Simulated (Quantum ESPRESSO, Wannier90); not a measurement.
# Wannierisation of YGe (Cmcm)

```
begin unit_cell_cart
ang
    0.0000000000    0.0000000000    3.9546000000
   -4.2825600000    0.0000000000    0.0000000000
    2.1412800000   -5.3622000000    0.0000000000
end unit_cell_cart
begin atoms_frac
Y   -0.2500000000  0.1386100000  0.2772200000
Y    0.2500000000 -0.1386100000 -0.2772200000
Ge  -0.2500000000  0.4156200000 -0.1687600000
Ge   0.2500000000 -0.4156200000  0.1687600000
end atoms_frac
```

Materials Project entry mp-9971; symmetrised, unrelaxed at this level. Not found in the COD (Crystallography Open Database) copy used; not checked further. Method: PBEsol plane waves in Quantum ESPRESSO 7.5 (PseudoDojo norm-conserving files, 63 Ry, no spin polarisation, no spin-orbit coupling), Bloch states on a 6×6×6 mesh through Γ, Wannier90 4.0.1. Density: 8×8×8 mesh, cold smearing 0.01 Ry. Spin-orbit coupling, left out, would split the p-like bands by a few tenths of an eV.

A tight-binding model is made by disentanglement and projection with no localisation steps (num_iter = 0), so the 26 orbitals stay atom-like: hydrogen-like Y: s;p;d; Ge: s;p, axes along x, y, z; frozen window up to 1.50 eV relative to the Fermi level. It follows pw.x to 5.9 meV rms for states up to 1.0 eV relative to the Fermi level. Matrix elements depend on this choice of orbitals and windows.

What are the on-site energies relative to the Fermi level, and how fast do the hoppings decay?


```tsv
atom	orbitals	energy (eV)
Y1	s	4.35
Y1	pz	8.54
Y1	px	8.52
Y1	py	8.76
Y1	dz2	3.02
Y1	dxz	3.60
Y1	dyz dx2-y2	3.35
Y1	dxy	3.14
Y2	s	4.35
Y2	pz	8.54
Y2	px	8.52
Y2	py	8.76
Y2	dz2	3.02
Y2	dxz	3.60
Y2	dyz dx2-y2	3.35
Y2	dxy	3.14
Ge3	s	-5.97
Ge3	pz	2.68
Ge3	px	2.52
Ge3	py	2.58
Ge4	s	-5.97
Ge4	pz	2.68
Ge4	px	2.52
Ge4	py	2.58
```

```tsv
distance of the centres (Å)	largest modulus (eV)
2–3	1.7
3–4	2.1
4–5	0.66
5–6	0.29
6–7	0.16
7–8	0.089
8–9	0.094
9–10	0.034
10–11	0.030
```
